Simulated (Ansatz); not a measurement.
## LiCl (rock salt): scan of one atom of the cell

Starting cell, LiCl (rock salt):

```
LiCl
1.0
    0.00000     2.55614     2.55614
    2.55614     0.00000     2.55614
    2.55614     2.55614     0.00000
Cl Li
1 1
Cartesian
  0.00000   0.00000   0.00000
  2.55614   2.55614   2.55614
```

Scan: atom 1 (Cl, nearest neighbour Li at 2.556 Å; its periodic images, 3.6 Å or more away, move with it) is displaced along Cartesian [110], direction (0.707, 0.707, 0.000) in Cartesian axes, by s. The other atoms stay.

Calculation: r2SCAN (plane waves to 500 eV, PAW, scalar-relativistic; Ansatz, a program for electronic structure). k mesh 9×9×9 (Γ-centred), Fermi-Dirac smearing 0.05 eV. Energies are smeared free energies. Compression counts positive. F∥ is the force on the atom along that direction. LiCl was relaxed with its symmetry unable to fall. ΔE is measured from the undisplaced structure.

```json
[
 {"s (Å)": "-0.260", "ΔE (meV/cell)": "29.0", "P (GPa)": "0.83", "F∥ (eV/Å)": "0.240"},
 {"s (Å)": "-0.208", "ΔE (meV/cell)": "18.0", "P (GPa)": "0.53", "F∥ (eV/Å)": "0.182"},
 {"s (Å)": "-0.156", "ΔE (meV/cell)": "9.9", "P (GPa)": "0.30", "F∥ (eV/Å)": "0.131"},
 {"s (Å)": "-0.104", "ΔE (meV/cell)": "4.3", "P (GPa)": "0.14", "F∥ (eV/Å)": "0.085"},
 {"s (Å)": "-0.052", "ΔE (meV/cell)": "1.1", "P (GPa)": "0.04", "F∥ (eV/Å)": "0.041"},
 {"s (Å)": "0.000", "ΔE (meV/cell)": "0.0", "P (GPa)": "0.00", "F∥ (eV/Å)": "0.000"},
 {"s (Å)": "0.052", "ΔE (meV/cell)": "1.1", "P (GPa)": "0.04", "F∥ (eV/Å)": "-0.041"},
 {"s (Å)": "0.104", "ΔE (meV/cell)": "4.3", "P (GPa)": "0.14", "F∥ (eV/Å)": "-0.085"},
 {"s (Å)": "0.156", "ΔE (meV/cell)": "9.9", "P (GPa)": "0.30", "F∥ (eV/Å)": "-0.131"},
 {"s (Å)": "0.208", "ΔE (meV/cell)": "18.0", "P (GPa)": "0.53", "F∥ (eV/Å)": "-0.182"},
 {"s (Å)": "0.260", "ΔE (meV/cell)": "29.0", "P (GPa)": "0.83", "F∥ (eV/Å)": "-0.240"}
]
```

Key numbers:

The energy at s = 0.260 Å comes out as 29.0 meV/cell. The force along the line at s = -0.260 Å is 0.240 eV/Å and the force constant k = d²E/ds² at s = 0 (finite differences) is 0.79 eV/Å². The zone-centre optical wavenumber from k (transverse: no LO-TO term) is 193 cm⁻¹. Symmetry of the curve: even: the same for both signs. Shape of the curve: a single well with its minimum at or next to zero displacement. Harmonic estimate at the end of the scan: ½ks² = 26.7 meV/cell against the computed 29.0 meV/cell, so the well is stiffer than harmonic there.

(A displaced cell: forces are minus the slopes of the energy, force constants its curvatures, and phonons follow from these.)
